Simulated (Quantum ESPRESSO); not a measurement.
# Computed records: Al₂ZnClF₇ (made-up cell, one site empty), TiAlGeO₅F (made-up cell, one site empty)

Computed with Quantum ESPRESSO 7.5. Calculation on a made-up crystal cell, not a measurement, run twice, once with a planted mistake found by running each candidate: periodic Kohn-Sham density functional theory in plane waves with PseudoDojo standard norm-conserving scalar-relativistic pseudopotentials, each functional with its own files (v0.5 for PBE, v0.4.1 for LDA and PBEsol), no spin polarisation, no spin-orbit coupling, atoms not relaxed, stress positive in tension, energies less a fixed whole-eV offset for each atom's element; levels are Kohn-Sham levels at fractions of this cell's reciprocal vectors, counted from the reference band (half the neutral cell's valence electrons, rounded up) at Gamma; error bars cover cutoff and k-mesh only, not smearing or the files; each bar is the largest change over components, and at least 0.002 eV, 0.002 eV per angstrom or 0.02 GPa; a charged cell sits in a uniform background, with energy and stress on this program's zero of potential; no dispersion term; energies are for the whole cell, and the offsets were chosen from early runs and are not element reference energies; a distance is the largest change of any value in units of its error bar (the energy's for the smearing term), a scale change is of lengths, and a coarse mesh keeps the half-step shift.

Common to all runs: intended functional pbe; intended cutoff 1143 eV; intended fermi dirac smearing 0.025 eV; intended scf tolerance 1e-07 eV; intended electrons removed 0; healthy smearing term minus ts 0 eV; candidate k points along each vector 2; candidate functional lda; structure shown as intended, without the mistake.

(1) 
```cif
# cell vector a (Å): 4.6780 0.0000 0.0000
# cell vector b (Å): 0.0000 4.6780 0.0000
# cell vector c (Å): 0.0000 0.0000 6.2373
data_Al2ZnClF7
_symmetry_space_group_name_H-M 'P 1'
_symmetry_Int_Tables_number 1
_cell_length_a 4.6780
_cell_length_b 4.6780
_cell_length_c 6.2373
_cell_angle_alpha 90.000
_cell_angle_beta 90.000
_cell_angle_gamma 90.000
_cell_volume 136.50
loop_
_atom_site_label
_atom_site_type_symbol
_atom_site_fract_x
_atom_site_fract_y
_atom_site_fract_z
_atom_site_occupancy
Zn1 Zn 0.99959 0.99750 0.99793 1
Al1 Al 0.50286 0.50032 0.22779 1
Al2 Al 0.00293 0.00449 0.50600 1
F1 F 0.30475 0.29472 0.99498 1
F2 F 0.69416 0.70282 0.00128 1
F3 F 0.80498 0.19654 0.25702 1
F4 F 0.17730 0.80297 0.25670 1
F5 F 0.30633 0.30652 0.49863 1
F6 F 0.70530 0.68869 0.49392 1
F7 F 0.80983 0.19630 0.74513 1
Cl1 Cl 0.19044 0.80167 0.74983 1
_calc_lattice_type 'rutile, doubled along c'
_calc_empty_site 4
_calc_healthy_free_energy_less_offsets 34.245  # eV
_calc_healthy_scf_iterations 10
_calc_healthy_pressure -1  # GPa
_calc_healthy_stress_xx -0.49  # GPa
_calc_healthy_stress_yy -0.5  # GPa
_calc_healthy_stress_zz 3.99  # GPa
_calc_healthy_stress_yz 1.48  # GPa
_calc_healthy_stress_xz -0.68  # GPa
_calc_healthy_stress_xy 7.98  # GPa
_calc_healthy_reference_band 41
_calc_faulty_free_energy_less_offsets 34.307  # eV
_calc_faulty_scf_iterations 10
_calc_faulty_smearing_term_minus_ts 0  # eV
_calc_faulty_pressure -3.88  # GPa
_calc_faulty_stress_xx 2.16  # GPa
_calc_faulty_stress_yy 2.21  # GPa
_calc_faulty_stress_zz 7.26  # GPa
_calc_faulty_stress_yz 1.36  # GPa
_calc_faulty_stress_xz -0.63  # GPa
_calc_faulty_stress_xy 7.57  # GPa
_calc_faulty_reference_band 41
_calc_candidate_cutoff 634  # eV
_calc_candidate_smearing 0.43  # eV
_calc_candidate_scf_tolerance 0.9  # eV
_calc_candidate_electrons_removed 1
_calc_candidate_scale_change 0.99  # percent
_calc_candidate_first_exchanged_site 10
_calc_candidate_second_exchanged_site 12
_calc_intended_k_mesh '5 x 5 x 4, shifted by half a step'
_calc_fault_kind 'cell scaled'
_calc_other_mistakes_compared 7
_calc_distance_from_healthy 232.5  # error bars
_calc_distance_from_nearest_other_mistake 230.6  # error bars
_calc_healthy_error_bar_energy 0.003022  # eV
_calc_healthy_error_bar_stress 0.02  # GPa
_calc_healthy_error_bar_force 0.002  # eV/angstrom
_calc_healthy_error_bar_next_band_up 0.002  # eV
```

Atoms:
```csv
atoms element,atom site,atom energy offset (eV)
Zn,1,-5687
Al,2,-64
Al,3,-64
F,5,-677
F,6,-677
F,7,-677
F,8,-677
F,9,-677
F,10,-677
F,11,-677
Cl,12,-449
```

Healthy forces:
```csv
site,x (eV/Å),y (eV/Å),z (eV/Å)
1,-1.718,1.905,0.904
2,0.054,-0.082,0.058
3,-2.226,2.227,-0.737
5,1.254,1.487,2.924
6,-1.452,-1.313,2.707
7,-0.557,0.571,0.919
8,1.026,-0.619,1.184
9,-0.608,-0.592,-2.617
10,0.072,0.686,-2.518
11,-0.01,-0.03,-1.817
12,4.164,-4.239,-1.008
```

Healthy levels:
```csv
level k point,next band up (eV)
Gamma,3.114
"(1/2,1/2,1/2)",5.116
"(0.15,0,0)",3.377
"(0,0.15,0)",3.378
"(0,0,0.15)",3.272
```

Faulty forces:
```csv
site,x (eV/Å),y (eV/Å),z (eV/Å)
1,-1.589,1.763,0.716
2,0.091,-0.088,-0.023
3,-2.073,2.071,-0.509
5,1.174,1.407,2.935
6,-1.376,-1.249,2.74
7,-0.506,0.52,0.878
8,0.935,-0.529,1.126
9,-0.639,-0.616,-2.594
10,0.107,0.702,-2.506
11,0.165,-0.206,-1.769
12,3.711,-3.774,-0.995
```

Faulty levels:
```csv
level k point,next band up (eV)
Gamma,2.97
"(1/2,1/2,1/2)",4.901
"(0.15,0,0)",3.228
"(0,0.15,0)",3.229
"(0,0,0.15)",3.125
```

Candidate mistake: coarse kmesh, low cutoff, wide smearing, wrong functional, loose scf, wrong charge, cell scaled, atoms exchanged

(2) 
```cif
# cell vector a (Å): 2.4214 1.3980 4.4032
# cell vector b (Å): -2.4214 1.3980 4.4032
# cell vector c (Å): 0.0000 -2.7960 4.4032
data_TiAlGeO5F
_symmetry_space_group_name_H-M 'P 1'
_symmetry_Int_Tables_number 1
_cell_length_a 5.2159
_cell_length_b 5.2159
_cell_length_c 5.2159
_cell_angle_alpha 55.321
_cell_angle_beta 55.321
_cell_angle_gamma 55.321
_cell_volume 89.43
loop_
_atom_site_label
_atom_site_type_symbol
_atom_site_fract_x
_atom_site_fract_y
_atom_site_fract_z
_atom_site_occupancy
Ti1 Ti 0.14638 0.12904 0.15445 1
Ge1 Ge 0.63680 0.64585 0.67298 1
Al1 Al 0.86217 0.83826 0.85082 1
O1 O 0.55269 0.91500 0.29719 1
F1 F 0.24612 0.54719 0.94626 1
O2 O 0.93107 0.21446 0.57248 1
O3 O 0.41955 0.09887 0.73439 1
O4 O 0.75581 0.42522 0.06111 1
O5 O 0.06229 0.73177 0.45576 1
_calc_lattice_type 'corundum'
_calc_empty_site 1
_calc_healthy_free_energy_less_offsets 8.783  # eV
_calc_healthy_scf_iterations 14
_calc_healthy_pressure 4.55  # GPa
_calc_healthy_stress_xx -1.27  # GPa
_calc_healthy_stress_yy -4.02  # GPa
_calc_healthy_stress_zz -8.37  # GPa
_calc_healthy_stress_yz -9.32  # GPa
_calc_healthy_stress_xz -3.69  # GPa
_calc_healthy_stress_xy -2.6  # GPa
_calc_healthy_reference_band 33
_calc_faulty_free_energy_less_offsets 13.958  # eV
_calc_faulty_scf_iterations 14
_calc_faulty_smearing_term_minus_ts 0  # eV
_calc_faulty_pressure -60.79  # GPa
_calc_faulty_stress_xx 64.08  # GPa
_calc_faulty_stress_yy 61.24  # GPa
_calc_faulty_stress_zz 57.06  # GPa
_calc_faulty_stress_yz -9.4  # GPa
_calc_faulty_stress_xz -3.59  # GPa
_calc_faulty_stress_xy -2.41  # GPa
_calc_faulty_reference_band 33
_calc_candidate_cutoff 729  # eV
_calc_candidate_smearing 0.87  # eV
_calc_candidate_scf_tolerance 0.8  # eV
_calc_candidate_electrons_removed -1
_calc_candidate_scale_change 0.87  # percent
_calc_candidate_first_exchanged_site 6
_calc_candidate_second_exchanged_site 7
_calc_intended_k_mesh '6 x 6 x 6, shifted by half a step'
_calc_fault_kind 'low cutoff'
_calc_other_mistakes_compared 7
_calc_distance_from_healthy 2096  # error bars
_calc_distance_from_nearest_other_mistake 1519  # error bars
_calc_healthy_error_bar_energy 0.002469  # eV
_calc_healthy_error_bar_stress 0.03511  # GPa
_calc_healthy_error_bar_force 0.002  # eV/angstrom
_calc_healthy_error_bar_next_band_up 0.002  # eV
```

Atoms:
```csv
atoms element,atom site,atom energy offset (eV)
Ti,2,-1614
Ge,3,-2430
Al,4,-64
O,5,-452
F,6,-677
O,7,-452
O,8,-452
O,9,-452
O,10,-452
```

Healthy forces:
```csv
site,x (eV/Å),y (eV/Å),z (eV/Å)
2,1.583,-2.158,-1.401
3,2.513,2.654,1.536
4,-1.724,-1.178,-0.929
5,1.104,2.008,-2.145
6,-0.941,-0.081,0.503
7,-2.355,-0.417,1.676
8,2.59,-2.275,0.276
9,-1.369,1.684,0.246
10,-1.4,-0.237,0.238
```

Healthy levels:
```csv
level k point,next band up (eV)
Gamma,3.078
"(1/2,1/2,1/2)",2.653
"(0.15,0,0)",3.024
"(0,0.15,0)",3.116
"(0,0,0.15)",3.049
```

Faulty forces:
```csv
site,x (eV/Å),y (eV/Å),z (eV/Å)
2,1.565,-2.179,-1.172
3,2.427,2.53,1.425
4,-1.72,-1.176,-0.94
5,1.024,2.014,-2.156
6,-0.881,-0.075,0.476
7,-2.239,-0.366,1.558
8,2.568,-2.149,0.309
9,-1.407,1.686,0.228
10,-1.337,-0.285,0.271
```

Faulty levels:
```csv
level k point,next band up (eV)
Gamma,3.048
"(1/2,1/2,1/2)",2.678
"(0.15,0,0)",3.041
"(0,0.15,0)",3.133
"(0,0,0.15)",3.062
```

Candidate mistake: coarse kmesh, low cutoff, wide smearing, wrong functional, loose scf, wrong charge, cell scaled, atoms exchanged

(3) 
```cif
# cell vector a (Å): 2.4214 1.3980 4.4032
# cell vector b (Å): -2.4214 1.3980 4.4032
# cell vector c (Å): 0.0000 -2.7960 4.4032
data_TiAlGeO5F
_symmetry_space_group_name_H-M 'P 1'
_symmetry_Int_Tables_number 1
_cell_length_a 5.2159
_cell_length_b 5.2159
_cell_length_c 5.2159
_cell_angle_alpha 55.321
_cell_angle_beta 55.321
_cell_angle_gamma 55.321
_cell_volume 89.43
loop_
_atom_site_label
_atom_site_type_symbol
_atom_site_fract_x
_atom_site_fract_y
_atom_site_fract_z
_atom_site_occupancy
Ti1 Ti 0.14638 0.12904 0.15445 1
Ge1 Ge 0.63680 0.64585 0.67298 1
Al1 Al 0.86217 0.83826 0.85082 1
O1 O 0.55269 0.91500 0.29719 1
F1 F 0.24612 0.54719 0.94626 1
O2 O 0.93107 0.21446 0.57248 1
O3 O 0.41955 0.09887 0.73439 1
O4 O 0.75581 0.42522 0.06111 1
O5 O 0.06229 0.73177 0.45576 1
_calc_lattice_type 'corundum'
_calc_empty_site 1
_calc_healthy_free_energy_less_offsets 8.783  # eV
_calc_healthy_scf_iterations 14
_calc_healthy_pressure 4.55  # GPa
_calc_healthy_stress_xx -1.27  # GPa
_calc_healthy_stress_yy -4.02  # GPa
_calc_healthy_stress_zz -8.37  # GPa
_calc_healthy_stress_yz -9.32  # GPa
_calc_healthy_stress_xz -3.69  # GPa
_calc_healthy_stress_xy -2.6  # GPa
_calc_healthy_reference_band 33
_calc_faulty_free_energy_less_offsets 7.468  # eV
_calc_faulty_scf_iterations 14
_calc_faulty_smearing_term_minus_ts -4.18  # eV
_calc_faulty_pressure 12.03  # GPa
_calc_faulty_stress_xx -8.53  # GPa
_calc_faulty_stress_yy -13.6  # GPa
_calc_faulty_stress_zz -13.96  # GPa
_calc_faulty_stress_yz -7.22  # GPa
_calc_faulty_stress_xz -3.75  # GPa
_calc_faulty_stress_xy -1.63  # GPa
_calc_faulty_reference_band 33
_calc_candidate_cutoff 729  # eV
_calc_candidate_smearing 0.87  # eV
_calc_candidate_scf_tolerance 0.8  # eV
_calc_candidate_electrons_removed -1
_calc_candidate_scale_change 0.87  # percent
_calc_candidate_first_exchanged_site 6
_calc_candidate_second_exchanged_site 7
_calc_intended_k_mesh '6 x 6 x 6, shifted by half a step'
_calc_fault_kind ?
```

Atoms:
```csv
atoms element,atom site,atom energy offset (eV)
Ti,2,-1614
Ge,3,-2430
Al,4,-64
O,5,-452
F,6,-677
O,7,-452
O,8,-452
O,9,-452
O,10,-452
```

Healthy forces:
```csv
site,x (eV/Å),y (eV/Å),z (eV/Å)
2,1.583,-2.158,-1.401
3,2.513,2.654,1.536
4,-1.724,-1.178,-0.929
5,1.104,2.008,-2.145
6,-0.941,-0.081,0.503
7,-2.355,-0.417,1.676
8,2.59,-2.275,0.276
9,-1.369,1.684,0.246
10,-1.4,-0.237,0.238
```

Healthy levels:
```csv
level k point,next band up (eV)
Gamma,3.078
"(1/2,1/2,1/2)",2.653
"(0.15,0,0)",3.024
"(0,0.15,0)",3.116
"(0,0,0.15)",3.049
```

Faulty forces:
```csv
site,x (eV/Å),y (eV/Å),z (eV/Å)
2,1.24,-1.653,-0.494
3,2.413,2.305,1.584
4,-1.42,-1.3,-0.991
5,0.992,2.288,-2.121
6,-1.225,-0.336,0.263
7,-2,-0.588,1.613
8,2.711,-1.211,-0.03
9,-1.802,1.461,0.234
10,-0.91,-0.966,-0.059
```

Faulty levels:
```csv
level k point,next band up (eV)
Gamma,3.3
"(1/2,1/2,1/2)",3.24
"(0.15,0,0)",3.438
"(0,0.15,0)",3.501
"(0,0,0.15)",3.445
```

Candidate mistake: coarse kmesh, low cutoff, wide smearing, wrong functional, loose scf, wrong charge, cell scaled, atoms exchanged

To be estimated
1. Estimate the fault kind of TiAlGeO₅F (made-up cell, one site empty) (entry 3).

Answers
1. wide smearing

Further results for TiAlGeO₅F (made-up cell, one site empty) (entry 3):

* other mistakes compared: 7
* distance from healthy: 1693 error bars
* distance from nearest other mistake: 1693 error bars
* healthy error bar energy: 0.002469 eV
* healthy error bar stress: 0.03511 GPa
* healthy error bar force: 0.002 eV/Å
* healthy error bar next band up: 0.002 eV
